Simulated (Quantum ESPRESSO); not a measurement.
## Ga3MgP3Se (a curve over one atom's position)

A calculation, not a measurement. The program is pw.x of Quantum ESPRESSO 7.5 (plane-wave density functional theory). The cell is made up: 8 atoms on a zincblende/diamond lattice, with randomly drawn elements, strain and displacements, not relaxed. PseudoDojo standard norm-conserving files (v0.5 for PBE, v0.4.1 for LDA and PBEsol) set the functional; there is no spin polarisation, spin-orbit coupling or dispersion term, and the masses in the input are unused placeholders.

Seven runs move atom 2 (Ga, counted in the order of the input) along x and keep all else fixed.

Input of the run at -0.0211:

```
&control calculation='scf', pseudo_dir='./dojo.nc.sr.pbe.v0_5.standard.upf', outdir='./o', disk_io='low', tprnfor=.true., tstress=.true. /
&system ibrav=0, nat=8, ntyp=4, nbnd=46, ecutwfc=85.99341389, nosym=.true., tot_charge=0,
 occupations='smearing', smearing='fd', degauss=0.0018374661
/
&electrons conv_thr=7.350e-09, electron_maxstep=60, /
ATOMIC_SPECIES
Ga 1.0 Ga.upf
Mg 1.0 Mg.upf
P 1.0 P.upf
Se 1.0 Se.upf
CELL_PARAMETERS angstrom
5.7373 0.0115 0.0101
0.0115 5.6437 -0.0214
0.0101 -0.0214 5.7086
ATOMIC_POSITIONS angstrom
Ga 0.0816 -0.0049 -0.0474
Ga -0.0548 2.8437 2.9143
Ga 2.8626 -0.0493 2.8694
Mg 2.8413 2.8296 0.0049
P 1.4075 1.3915 1.4491
P 1.4223 4.1949 4.2635
P 4.354 1.4407 4.2311
Se 4.4046 4.1948 1.4274
K_POINTS automatic
4 4 4 1 1 1
```

```
shift of atom 2 along x (Å)  free energy less that of the input shown (eV)  Fx on atom 2 (eV/Å)  Fy on atom 2 (eV/Å)  Fz on atom 2 (eV/Å)  pressure (GPa)  next band up at Gamma (eV)  iterations
                    -0.1362                                         0.2294                2.498               -1.053                0.484           -0.68                       0.479          10
                    -0.1222                                         0.1953                2.377               -1.065                0.470           -0.74                       0.492          10
                    -0.0572                                         0.0593                1.804               -1.121                0.401           -0.95                       0.543          10
                    -0.0211                                         0.0000                1.479               -1.154                0.360           -1.04                       0.567          10
                    +0.0732                                        -0.0990                0.618               -1.249                0.242           -1.19                       0.613          10
                    +0.1019                                        -0.1130                0.356               -1.280                0.203           -1.20                       0.622          10
                    +0.1139                                        -0.1166                0.247               -1.293                0.186           -1.21                       0.625          10
```

A cubic fit gives dFx/dx = -9.10 eV/Å² at zero shift. Across the table the free energy follows the integral of the force to within 0.1 meV. A rerun of one of the cells at 1467 eV and a 6 x 6 x 6 mesh moved values by no more than 0.008 eV in energy, 0.02 GPa in stress and 0.003 eV/Å in force. The band column is the level of band 41 at Gamma less that of band 40, whose number is half the electron count, rounded up; it comes from a band step after each run.